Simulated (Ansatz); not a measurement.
Computed with Ansatz, not measured. Plane-wave DFT: an element X is put into a periodic supercell of the crystal below and the atoms relax. X is one of the candidates, and is told by the neutral defect's formation energy over the elements (uncorrected), its moments where the run had spin, and its relaxed neighbours, eight at most.

```
cell
1.0
     4.0194    0.0000    0.0000
    -2.0097    3.4809    0.0000
     0.0000    0.0000    6.7233
Eu P Zn
1 2 2
Direct
  0.0000 0.0000 0.0000
  0.6667 0.3333 0.7350
  0.3333 0.6667 0.2650
  0.6667 0.3333 0.3642
  0.3333 0.6667 0.6358
```

| quantity | value |
| --- | --- |
| host atoms in supercell | 20 |
| functional | PBEsol |
| wave cutoff | 420 eV |
| k mesh | 3, 3, 3 |
| k shift | 0, 0, 0 mesh steps |
| gaussian smearing | 0.05 eV |
| start displacement | 0.05 angstrom |
| electrons started on | no chosen atoms |
| candidate elements | Ca, Sc, Y, Gd, Yb, Lu |
| found formation energy | -0.702 eV |
| found moment change of cell | 0.33 muB |
| found absolute moment of cell | 28.75 muB |
| found largest move from host sites | 0.167 angstrom |
| found added atom moment | 0.06 muB |

| supercell vector | supercell times a (host cell vectors) | supercell times b (host cell vectors) | supercell times c (host cell vectors) |
| --- | --- | --- | --- |
| A | 0 | 0 | -1 |
| B | 2 | 0 | 0 |
| C | -2 | -2 | 0 |

```
change element  change kind  change place a (host cell vectors)  change place b (host cell vectors)  change place c (host cell vectors)
             X        on Zn                             -0.3333                             -0.6667                             -0.6358
```

```
found neighbour element  found neighbour distance (angstrom)
                      P                                2.521
                      P                                2.539
                      P                                2.539
                      P                                2.539
                     Zn                                2.938
                     Zn                                2.938
                     Zn                                2.938
```

Which element is X?

Lu.

Caveats: 4f shell without a U, which puts 4f levels too near the Fermi level; open f or d shells may hold a state above the lowest; one random start near the defect, so other minima are possible; the supercell is small.
